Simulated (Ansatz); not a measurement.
**Be₄Si₂H₂O₉: checking a database structure before trusting its electric field gradients**

The cell is a computed structure from the Materials Project (it need not be an observed phase), taken as it stands.

Space group Cmc2_1 (No. 36); a = 8.7809, b = 15.4008, c = 4.6117 Å.

| site | Wyckoff | site symmetry | x | y | z |
| --- | --- | --- | --- | --- | --- |
| Be1 | 8b | 1 | 0.1727 | 0.9476 | 0.0058 |
| Be5 | 8b | 1 | 0.3258 | 0.7801 | 0.0015 |
| Si | 8b | 1 | 0.6757 | 0.1144 | 0.0027 |
| H13 | 4a | m.. | 0.5000 | 0.6359 | 0.3160 |
| H15 | 4a | m.. | 0.5000 | 0.6981 | 0.8033 |
| O17 | 8b | 1 | 0.7117 | 0.1245 | 0.3503 |
| O21 | 8b | 1 | 0.7897 | 0.0423 | 0.8542 |
| O25 | 8b | 1 | 0.7093 | 0.2090 | 0.8493 |
| O29 | 4a | m.. | 0.5000 | 0.9143 | 0.4434 |
| O31 | 4a | m.. | 0.5000 | 0.5877 | 0.4533 |
| O33 | 4a | m.. | 0.5000 | 0.7455 | 0.9441 |

One atom of each set is listed; the run and its k-mesh use a cell of 34 atoms with edges of 8.86, 8.86, 4.61 Å.

Computed with Ansatz: DFT, PBE, plane waves and PAW, scalar-relativistic, 420 eV cutoff, Γ-centred 3×3×5 k-points, Fermi–Dirac smearing 0.02 eV.

(1) Do the atoms and the cell lie near the calculated equilibrium?

Results:

(1) Nearly. The largest force is 0.15 eV/Å, on atom 13 (H: 1 O at 0.98 Å), and the pressure is 0.4 GPa.
